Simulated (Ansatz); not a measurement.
## Notes on Na6TaSn2

```yaml
crystal:
  lattice:
    - [6.10867, 0.30402, 0.54626]
    - [-0.96930, 6.20908, -0.07863]
    - [-0.89374, 0.36248, 7.14815]
  atoms:
    - { symbol: Sn, position: [0.80415, 0.91421, 0.58507] }
    - { symbol: Sn, position: [0.06686, 0.75393, 0.31015] }
    - { symbol: Ta, position: [0.49717, 0.26413, 0.48280] }
    - { symbol: Na, position: [0.86078, 0.63075, 0.93603] }
    - { symbol: Na, position: [0.55074, 0.83063, 0.21901] }
    - { symbol: Na, position: [0.01445, 0.37633, 0.59633] }
    - { symbol: Na, position: [0.31732, 0.90020, 0.81326] }
    - { symbol: Na, position: [0.36933, 0.39132, 0.93788] }
    - { symbol: Na, position: [0.95381, 0.20319, 0.18228] }
```

Method: PBE, no spin polarisation; PAW, plane waves to 420 eV, 3×3×3 (shifted by 0, 0.5, 0.5 steps) mesh, fermi-dirac occupations (width 0.0122 eV) (Ansatz 0.2.0), atoms fixed.

**Stress.** The pressure is -0.5 GPa (compression positive), so with the atoms held at these fractions the cell would first shrink; the forces are large, so a full relaxation may end otherwise. The principal stresses -2.0, -0.1, 0.5 GPa differ, so its shape would change too.
**Charges.** Bader charges in e: Na +0.26 to +0.68, Ta -0.99, Sn -1.34 to -1.07. In the mean Na gives up most and Sn takes most.
**Contacts.** Sn–Sn at 2.89 Å: least valence density 0.29 e/Å³ and ELF 0.49 there. Sn–Na at 3.04 Å: least valence density 0.10 e/Å³ and ELF 0.05 there. Sn–Ta at 3.09 Å: least valence density 0.26 e/Å³ and ELF 0.56 there. These are pseudo-fields; inside the PAW spheres they differ from the all-electron ones.
**Electronic structure.** It is a metal, with about 11 states/eV a cell as the mean within 0.25 eV of the Fermi level, mostly Ta d (70 %).
**Forces.** The largest is on Sn1: 1.39 eV/Å, components (-1.16, 0.76, 0.02). It makes 141° with the line to a nearest neighbour, Sn2 at 2.89 Å, pointing away from it.
**Formation energy.** 0.60 eV an atom against the elements' usual phases (free molecules for gases, crystals otherwise, with no correction for O₂ or N₂), so at this geometry it isn't bound against them. Relaxing would lower it.

Origin: a disordered cell, so it need not be a known compound. Caveats: many states at the Fermi level without spin polarisation, so a magnetic state may lie lower; the k mesh is coarse if the cell is a metal.
